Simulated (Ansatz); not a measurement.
Relaxed-ion elastic tensor of Au (hcp (Mg type), P6_3/mmc) in GPa (Voigt order), plane-wave PAW r²SCAN (Ansatz code); density 18.59 g/cm³, 17.59 Å³ per atom.

```
 184   146   125   0.0   0.0   0.0
 146   184   125   0.0   0.0   0.0
 125   125   198   0.0   0.0   0.0
 0.0   0.0   0.0  21.9   0.0   0.0
 0.0   0.0   0.0   0.0  21.9   0.0
 0.0   0.0   0.0   0.0   0.0  19.0
```

**Question.** Is the crystal mechanically stable?

**Answer.** Yes: the smallest eigenvalue of C is 19.0 GPa.

**Question.** Work out the Voigt, Reuss and Hill averages.

**Answer.** K_V = 151, K_R = 151, K_H = 151; G_V = 24.0, G_R = 22.4, G_H = 23.2 GPa.

**Question.** Give Young's modulus, Poisson's ratio, Pugh's ratio and the universal anisotropy index.

**Answer.** E = 9KG/(3K + G) = 66.2 GPa; ν = 0.43; K/G = 6.49 (ductile by the Pugh limit of 1.75); A_U = 5G_V/G_R + K_V/K_R − 6 = 0.34.

**Question.** Estimate the sound speeds and the Debye temperature.

**Answer.** v_l = √((K + 4G/3)/ρ) = 3130 m/s, v_t = √(G/ρ) = 1120 m/s, mean 1270 m/s; Θ = (h/k)(3n/4πV)^(1/3) v_m = 145 K.

**Question.** Solve the Christoffel equation for the three sound speeds along x, y, z.

**Answer.** Eigenvalues of C_ijkl n_j n_l equal ρv². In km/s, slowest first: x 1.01, 1.09, 3.15; y 1.01, 1.09, 3.15; z 1.09, 1.09, 3.27.

**Question.** How much does each axis shrink under pressure?

**Answer.** Linear compressibilities β_i = Σ_j S_ij (j = 1 to 3): x 2.1, y 2.1, z 2.3 per TPa.

The workflow started from an entry of the Crystallography Open Database (COD), which files this formula under 2 space groups. It is not the phase usual at ambient conditions (space group No. 225). Symmetry was held in the r²SCAN relaxation; whether a distortion lowers the energy is not shown. As this level gives no gap, shear constants depend on the k-mesh and smearing (Fermi–Dirac, 0.1 eV here). On the denser mesh and wider smearing of the elastic run this cell carries a stress of 0.5 GPa. Spin–orbit coupling is left out wherever it is not named.

Potentials: the later of the program's two PAW sets.
